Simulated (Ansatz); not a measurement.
This cell of Ti₃AlC₂ (space group P6_3/mmc) is off equilibrium:

```
CELL_PARAMETERS angstrom
      3.02798     0.00000     0.00000
     -1.51399     2.62231     0.00000
      0.00000     0.00000    18.33287
ATOMIC_POSITIONS crystal
  Ti 0.67302 0.34604 0.37292
  Ti 0.32698 0.65396 0.62708
  Ti 0.33969 0.67938 0.87292
  Ti 0.66031 0.32062 0.12708
  Ti 0.00000 0.00000 0.50000
  Ti 0.00000 0.00000 0.00000
  Al 0.00000 0.00000 0.75000
  Al 0.00000 0.00000 0.25000
  C  0.33720 0.67439 0.43069
  C  0.66280 0.32561 0.56931
  C  0.67053 0.34106 0.93069
  C  0.32947 0.65894 0.06931
```

Method: LDA (plane waves to 420 eV, PAW, scalar-relativistic; Ansatz, an electronic-structure program). k mesh 14×14×2 (Γ-centred), Fermi-Dirac smearing 0.05 eV. Compression counts positive. With partly filled bands, energies and forces of such displacements shift with the k mesh and the smearing. Ti3AlC2 is run without spin polarisation. Ti3AlC2 was relaxed with its symmetry unable to fall.

Problem. Predict the force on every atom, in eV/Å.

Solution. 
```json
[
 {"atom": "Ti1", "Fx": "0.000", "Fy": "-0.217", "Fz": "-0.002"},
 {"atom": "Ti2", "Fx": "0.000", "Fy": "0.217", "Fz": "0.002"},
 {"atom": "Ti3", "Fx": "0.000", "Fy": "-0.216", "Fz": "-0.002"},
 {"atom": "Ti4", "Fx": "0.000", "Fy": "0.216", "Fz": "0.002"},
 {"atom": "Ti5", "Fx": "0.000", "Fy": "0.000", "Fz": "0.000"},
 {"atom": "Ti6", "Fx": "0.000", "Fy": "0.000", "Fz": "0.000"},
 {"atom": "Al7", "Fx": "0.000", "Fy": "-0.003", "Fz": "0.000"},
 {"atom": "Al8", "Fx": "0.000", "Fy": "0.003", "Fz": "0.000"},
 {"atom": "C9", "Fx": "0.000", "Fy": "-0.032", "Fz": "-0.001"},
 {"atom": "C10", "Fx": "0.000", "Fy": "0.032", "Fz": "0.001"},
 {"atom": "C11", "Fx": "0.000", "Fy": "-0.034", "Fz": "-0.001"},
 {"atom": "C12", "Fx": "0.000", "Fy": "0.034", "Fz": "0.001"}
]
```

Problem. What is the stress tensor (GPa)?

Solution. 
```
    0.0      0.0      0.0
    0.0      0.0      1.2
    0.0      1.2      0.1
```
The pressure, a third of the trace, is 0.0 GPa.

(A displaced cell: forces are minus the slopes of the energy, force constants its curvatures, and phonons follow from these.)
